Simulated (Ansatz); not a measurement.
SnO in space group P3_221 (No. 154; Sn on 3a, O on 3b) under volume change, PBE in the plane-wave PAW code Ansatz, shape and atoms relaxed at each volume.

| V (Å³/atom) | E − E(relaxed) (meV/atom) | P (GPa) |
|---|---|---|
| 22.777 | ___ | ___ |
| 23.527 | 2.2 | 0.52 |
| 24.278 | 0.5 | 0.22 |
| 25.029 | 0.0 | 0.00 |
| 25.780 | 0.4 | -0.17 |
| 26.531 | 1.5 | -0.29 |
| 27.282 | ___ | ___ |

Question: Complete the blanks.

Answer: 
- 22.777, E − E(relaxed) (meV/atom): 5.5
- 22.777, P (GPa): 0.91
- 27.282, E − E(relaxed) (meV/atom): 3.0
- 27.282, P (GPa): -0.38

Question: What does a third-order Birch–Murnaghan fit give for V₀, B₀ and B′?

Answer: V₀ = 25.03 Å³/atom, B₀ = 6.5 GPa, B′ = 8.7.

A made-up cell: these elements were put on the sites of a structure type; neither database checked (COD, Materials Project) lists it. It is not the phase usual at ambient conditions (space group No. 129). The PBE relaxation kept the symmetry of its start; whether a distortion lowers the energy is not shown. A crystal of weakly bound chains computed without a dispersion correction: the cell and the soft elastic constants depend strongly on that. Scalar-relativistic: spin–orbit coupling is off unless named, which matters more the heavier the elements.

Potentials: the later of the program's two PAW sets.
